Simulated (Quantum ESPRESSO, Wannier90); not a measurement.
# Ag (bcc (W type), model phase): Wannier90 run

Structure: Materials Project mp-2646971, symmetrised, not relaxed again. This isn't the element's usual structure (fcc); take it as a model of another phase. Method: PBEsol plane waves in Quantum ESPRESSO 7.5 (PseudoDojo norm-conserving files, 66 Ry, no spin polarisation, no spin-orbit coupling), Bloch states on a 10×10×10 mesh through Γ, Wannier90 4.0.1. Density: 18×18×18 mesh, cold smearing 0.01 Ry.

```
begin unit_cell_cart
ang
   -1.6556550000    1.6556550000    1.6556550000
    1.6556550000   -1.6556550000    1.6556550000
    1.6556550000    1.6556550000   -1.6556550000
end unit_cell_cart
mp_grid = 10 10 10
```

Task: Which shells of neighbouring k-points and which b-vectors and weights does Wannier90 pick for this cell and mesh?

Result: 
```
 *---------------------------------- K-MESH ----------------------------------*
 +----------------------------------------------------------------------------+
 |                    Distance to Nearest-Neighbour Shells                    |
 |                    ------------------------------------                    |
 |          Shell             Distance (Ang^-1)          Multiplicity         |
 |          -----             -----------------          ------------         |
 |             1                   0.268346                     12            |
 |             2                   0.379498                      6            |
 |             3                   0.464789                     24            |
 |             4                   0.536692                     12            |
 |             5                   0.600040                     24            |
 |             6                   0.657311                      8            |
 |             7                   0.709977                     48            |
 |             8                   0.758997                      6            |
       ... (lines left out)
 +----------------------------------------------------------------------------+
 | The b-vectors are chosen automatically                                     |
 | The following shells are used:                       1                     |
 +----------------------------------------------------------------------------+
 |                        Shell   # Nearest-Neighbours                        |
 |                        -----   --------------------                        |
 |                          1              12                                 |
 +----------------------------------------------------------------------------+
 | Completeness relation is fully satisfied [Eq. (B1), PRB 56, 12847 (1997)]  |
 +----------------------------------------------------------------------------+
 |                  b_k Vectors (Ang^-1) and Weights (Ang^2)                  |
 |                  ----------------------------------------                  |
 |            No.         b_k(x)      b_k(y)      b_k(z)        w_b           |
 |            ---        --------------------------------     --------        |
 |             1         0.189749    0.189749    0.000000     3.471762        |
 |             2         0.189749    0.000000    0.189749     3.471762        |
 |             3         0.000000    0.189749    0.189749     3.471762        |
 |             4        -0.189749   -0.189749    0.000000     3.471762        |
 |             5         0.000000   -0.189749    0.189749     3.471762        |
 |             6        -0.189749    0.000000    0.189749     3.471762        |
 |             7        -0.189749    0.000000   -0.189749     3.471762        |
 |             8         0.000000    0.189749   -0.189749     3.471762        |
 |             9        -0.189749    0.189749    0.000000     3.471762        |
 |            10         0.000000   -0.189749   -0.189749     3.471762        |
 |            11         0.189749    0.000000   -0.189749     3.471762        |
 |            12         0.189749   -0.189749    0.000000     3.471762        |
```
